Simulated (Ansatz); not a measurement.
## Notes on ZrBi2Cl6

```yaml
crystal:
  lattice:
    - [6.89084, 0.00000, 0.00000]
    - [-3.44542, 5.96764, 0.00000]
    - [0.00000, 0.00000, 5.39185]
  atoms:
    - { symbol: Cl, position: [0.16700, 0.83300, 0.20600] }
    - { symbol: Cl, position: [0.16700, 0.33400, 0.20600] }
    - { symbol: Cl, position: [0.66600, 0.83300, 0.20600] }
    - { symbol: Cl, position: [0.83300, 0.16700, 0.79400] }
    - { symbol: Cl, position: [0.33400, 0.16700, 0.79400] }
    - { symbol: Cl, position: [0.83300, 0.66600, 0.79400] }
    - { symbol: Bi, position: [0.33330, 0.66670, 0.69100] }
    - { symbol: Bi, position: [0.66670, 0.33330, 0.30900] }
    - { symbol: Zr, position: [0.00000, 0.00000, 0.00000] }
```

The numbers come from plane-wave PAW DFT (Ansatz): PBE, no spin polarisation, 420 eV, 6×6×6 Γ-centred k points, fermi-dirac occupations (width 0.0494 eV). Nothing was relaxed.

Task: Is there a gap?

Result: It is a metal, with about 10 states/eV a cell as the mean within 0.25 eV of the Fermi level, mostly Bi p (77 %).

Task: Which element gives electrons and which takes them?

Result: Bader charges in e: Zr +2.17, Bi +0.84, Cl -0.64. In the mean Zr gives up most and Cl takes most.

Task: What do density and ELF say about some of the short contacts?

Result: Cl–Zr at 2.28 Å: least valence density 0.68 e/Å³ and ELF 0.32 there. Bi–Cl at 3.28 Å: least valence density 0.12 e/Å³ and ELF 0.13 there. These are pseudo-fields; inside the PAW spheres they differ from the all-electron ones.

Task: What is the formation energy?

Result: -0.53 eV an atom against the elements' usual phases (free molecules for gases, crystals otherwise, with no correction for O₂ or N₂), so it is bound against them; other compounds may still compete. Relaxing would lower it.

Origin: a known structure type with other elements, at an estimated volume, so it need not be a known compound. Caveats: many states at the Fermi level without spin polarisation, so a magnetic state may lie lower; atoms or cell far from equilibrium.
